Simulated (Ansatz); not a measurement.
LaCo2As2:
```
LaCo2As2
1.0
   -2.03805     2.03805     5.19288
    2.03805    -2.03805     5.19288
    2.03805     2.03805    -5.19288
La Co As
1 2 2
Direct
  0.00000   0.00000   0.00000
  0.75000   0.25000   0.50000
  0.25000   0.75000   0.50000
  0.35887   0.35887   0.00000
  0.64113   0.64113   0.00000
```
Starting moments (μB, in the order of the atoms La Co Co As As): 0.0 1.0 1.0 0.1 0.1.

Relaxed with r²SCAN. Special points in fractions of this cell's reciprocal vectors: Γ (0.000, 0.000, 0.000); X (0.000, 0.000, 0.500); P (0.250, 0.250, 0.250); N (0.000, 0.500, 0.000); M (0.500, 0.500, -0.500); S (0.289, 0.711, -0.289); S0 (-0.289, 0.289, 0.289); R (-0.077, 0.077, 0.500); G (0.500, 0.500, -0.077).

**Question.** List the band energies nearest the Fermi level at these points for plane-wave PAW r²SCAN (Ansatz code).

**Answer.** In eV from the Fermi level; about four levels below and three above (degenerate sets whole), none deeper than 8.9 eV; points with the same levels are listed once.

| k | below | above |
|---|---|---|
| Γ ↑ | -1.54 -1.54 -1.49 -0.65 | 0.86 0.86 1.94 |
| X ↑ | -1.24 -1.23 -1.19 -0.39 | 2.34 2.42 2.58 |
| P ↑ | -1.51 -1.51 -1.22 -1.22 -0.47 | 2.38 2.38 2.58 2.58 |
| N ↑ | -2.19 -2.01 -1.66 -0.66 | 0.28 0.35 0.59 |
| M ↑ | -1.48 -1.20 -1.20 -0.38 | 0.13 0.21 1.85 1.85 |
| S ↑ | -2.11 -1.03 -0.62 -0.46 | 0.79 1.43 1.62 |
| R ↑ | -1.22 -1.22 -1.19 -0.25 | 2.32 2.39 2.56 |
| Γ ↓ | -0.72 -0.70 -0.70 -0.57 | 1.13 1.35 1.35 |
| X ↓ | -1.18 -0.82 -0.70 -0.69 | 0.03 1.08 1.11 |
| P ↓ | -1.03 -1.03 -0.70 -0.70 | 0.03 1.10 1.10 |
| N ↓ | -1.36 -1.08 -0.91 -0.79 | 0.57 0.78 1.01 |
| M ↓ | -0.88 -0.37 -0.37 -0.33 | 1.02 1.13 1.18 |
| S ↓ | -1.28 -1.19 -0.91 -0.17 | 0.19 0.66 1.75 |
| R ↓ | -1.17 -0.81 -0.71 -0.58 | 0.11 1.09 1.16 |

Space group I4/mmm. The workflow started from an entry of the Crystallography Open Database (COD, 298 K). Whether it is the stable phase at ambient conditions was not checked. The r²SCAN relaxation kept the symmetry of its start; whether a distortion lowers the energy is not shown. Spin order of the final state: ferromagnetic, the only order run, not a proven ground state. Other orbital occupations within this spin state were not tried. For itinerant 3d metals, meta-GGAs of the SCAN family and hybrids are commonly reported to give too large moments. Scalar-relativistic: spin–orbit coupling is off unless named, which matters more the heavier the elements.

Potentials: the later of the program's two PAW sets.
